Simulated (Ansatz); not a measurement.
Starting cell, AgCl (rock salt):

```
AgCl
1.0
    0.00000     5.54504     5.54504
    2.77252     0.00000     2.77252
    2.77252     2.77252     0.00000
Cl Ag
2 2
Direct
  0.00000   0.00000   0.00000
  0.50000   0.00000   0.00000
  0.25000   0.50000   0.50000
  0.75000   0.50000   0.50000
```

The atoms are displaced by Q × the pattern below (from a DFPT mode at L = (0.5, 0.0, 0.0), largest move 1; Q in Å), at fixed cell. It is one choice among 2 degenerate patterns. (q is in reciprocal vectors of the primitive cell; the cell shown is doubled to hold the pattern.)

```
atom       x       y       z
----  ------  ------  ------
Ag3    0.285  -0.520   0.805
Ag4   -0.285   0.520  -0.805
```

Atoms not listed stay in place.

The numbers are results of r2SCAN (plane waves to 500 eV, PAW, scalar-relativistic; Ansatz, a quantum-chemistry and plane-wave program), not measurements. k mesh 5×10×10 (Γ-centred), Fermi-Dirac smearing 0.05 eV. E stands for the smeared free energy. AgCl was relaxed with its symmetry unable to fall. ΔE is measured from the undisplaced structure.

```csv
Q (Å),ΔE (meV/cell)
-0.280,130.4
-0.187,56.6
-0.093,13.9
0.000,0.0
0.093,13.9
0.187,56.6
0.280,130.4
```

Q: Which DFPT wavenumber at L = (0.5, 0.0, 0.0) belongs to this mode?
A) 99 cm⁻¹
B) 63 cm⁻¹
C) 196 cm⁻¹

A: B, 63 cm⁻¹. The curvature of the scan gives 63 cm⁻¹

(A displaced cell: forces are minus the slopes of the energy, force constants its curvatures, and phonons follow from these.)
